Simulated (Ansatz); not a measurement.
Relaxed-ion elastic tensor of ZrTa (CsCl type, Pm-3m) in GPa (Voigt order), r²SCAN in the plane-wave PAW code Ansatz; density 11.15 g/cm³, 20.26 Å³ per atom.

```json
[
 {"": "1", "1": "149", "2": "126", "3": "126", "4": "0.0", "5": "0.0", "6": "0.0"},
 {"": "2", "1": "126", "2": "149", "3": "126", "4": "0.0", "5": "0.0", "6": "0.0"},
 {"": "3", "1": "126", "2": "126", "3": "149", "4": "0.0", "5": "0.0", "6": "0.0"},
 {"": "4", "1": "0.0", "2": "0.0", "3": "0.0", "4": "43.6", "5": "0.0", "6": "0.0"},
 {"": "5", "1": "0.0", "2": "0.0", "3": "0.0", "4": "0.0", "5": "43.6", "6": "0.0"},
 {"": "6", "1": "0.0", "2": "0.0", "3": "0.0", "4": "0.0", "5": "0.0", "6": "43.6"}
]
```

Is the crystal mechanically stable?

Yes: the smallest eigenvalue of C is 22.2 GPa.

Work out the Voigt, Reuss and Hill averages.

K_V = 134, K_R = 134, K_H = 134; G_V = 30.6, G_R = 20.1, G_H = 25.4 GPa.

Give Young's modulus, Poisson's ratio, Pugh's ratio and the universal anisotropy index.

E = 9KG/(3K + G) = 71.5 GPa; ν = 0.41; K/G = 5.27 (ductile by the Pugh limit of 1.75); A_U = 5G_V/G_R + K_V/K_R − 6 = 2.61.

Estimate the sound speeds and the Debye temperature.

v_l = √((K + 4G/3)/ρ) = 3880 m/s, v_t = √(G/ρ) = 1510 m/s, mean 1710 m/s; Θ = (h/k)(3n/4πV)^(1/3) v_m = 187 K.

Give the Zener ratio and Young's modulus along [100], [110] and [111].

A = 2C44/(C11 − C12) = 3.92; 1/E = S11 − 2(S11 − S12 − S44/2)Γ with Γ = 0, 1/4, 1/3 gives 32.4, 71.1, 118 GPa.

Solve the Christoffel equation for the three sound speeds along [100], [110], [111].

Eigenvalues of C_ijkl n_j n_l equal ρv². In km/s, slowest first: [100] 1.98, 1.98, 3.65; [110] 1.00, 1.98, 4.03; [111] 1.40, 1.40, 4.15.

The start of the workflow was typed in or built on a structure type; neither database checked (COD, Materials Project) lists it. Its standing as an ambient phase is unchecked. The cell was relaxed with r²SCAN under the symmetry of its start; its stability against distortions is not shown here. The run is not spin-polarised. Its formation energy is positive at this level, so the cell may be metastable or incomplete. As this level gives no gap, shear constants depend on the k-mesh and smearing (Fermi–Dirac, 0.1 eV here). Spin–orbit coupling is left out wherever it is not named.

Potentials: the later of the program's two PAW sets.
